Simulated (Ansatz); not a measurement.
SiO$_{2}$:
```
SiO2
1.0
    5.02806     0.00000     0.00000
    0.00000     5.02806     0.00000
    0.00000     0.00000     7.00967
Si O
4 8
Cartesian
  3.52930   3.52930   3.50483
  4.01280   1.01527   5.25725
  1.49876   1.49876   0.00000
  1.01527   4.01280   1.75242
  4.51542   3.82346   2.25461
  3.71864   2.00139   4.00703
  0.51264   1.20461   5.75945
  1.30942   3.02668   0.50220
  2.00139   3.71864   3.00264
  1.20461   0.51264   1.25022
  3.02668   1.30942   6.50747
  3.82346   4.51542   4.75506
```

Relaxed with PBEsol. Independent-particle spectrum: no excitons, no local fields, no scissors shift; 0.1 eV broadening; ε₁ of the summed bands alone.

### Question
Tabulate the dielectric function from PBEsol (plane waves, PAW; program Ansatz).

### Answer


```tsv
E (eV)	ε₁ xx	ε₂ xx	ε₁ zz	ε₂ zz
0.0	2.23	0.00	2.26	0.00
0.3	2.23	0.00	2.26	0.00
0.6	2.23	0.00	2.27	0.00
0.9	2.24	0.00	2.27	0.00
1.2	2.24	0.00	2.27	0.00
1.5	2.25	0.00	2.28	0.00
1.8	2.26	0.00	2.29	0.00
2.1	2.27	0.00	2.30	0.00
2.4	2.28	0.00	2.32	0.00
2.7	2.30	0.00	2.33	0.00
3.0	2.32	0.00	2.35	0.00
3.3	2.34	0.00	2.37	0.00
3.6	2.36	0.00	2.39	0.00
3.9	2.39	0.00	2.42	0.00
4.2	2.42	0.00	2.45	0.00
4.5	2.45	0.00	2.49	0.00
4.8	2.49	0.00	2.53	0.00
5.1	2.54	0.00	2.57	0.00
5.4	2.59	0.00	2.63	0.00
5.7	2.65	0.00	2.69	0.00
6.0	2.73	0.00	2.77	0.00
6.3	2.82	0.01	2.86	0.00
6.6	2.93	0.01	2.98	0.01
6.9	3.08	0.03	3.14	0.03
7.2	3.32	0.06	3.35	0.06
7.5	3.58	0.36	3.67	0.34
7.8	3.62	0.59	3.70	0.60
8.1	3.70	0.79	3.79	0.81
8.4	3.83	0.99	3.92	1.04
8.7	4.09	1.41	4.11	1.43
9.0	3.71	2.14	4.14	1.95
9.3	3.42	2.25	3.91	3.10
9.6	3.22	2.13	2.49	3.00
9.9	3.53	3.11	2.27	2.52
10.2	1.77	3.32	2.44	2.34
10.5	1.70	2.75	1.89	2.24
10.8	1.49	2.25	2.08	2.45
11.1	1.79	2.05	1.81	2.10
11.4	1.78	2.36	1.76	2.32
11.7	1.39	2.28	1.63	2.09
12.0	1.31	2.26	1.71	2.09
```

With all bands, ε∞ without local fields is 2.38 (xx = yy), 2.40 (zz). DFPT, with local fields, gives 2.28 (xx = yy), 2.27 (zz).

Space group P4_12_12. The cell was relaxed with PBEsol under the symmetry of its start.

Potentials: the earlier of the program's two PAW sets. The files were generated under PBE; for other functionals the program regenerates the frozen cores, and for LDA and PBEsol the local potential too.
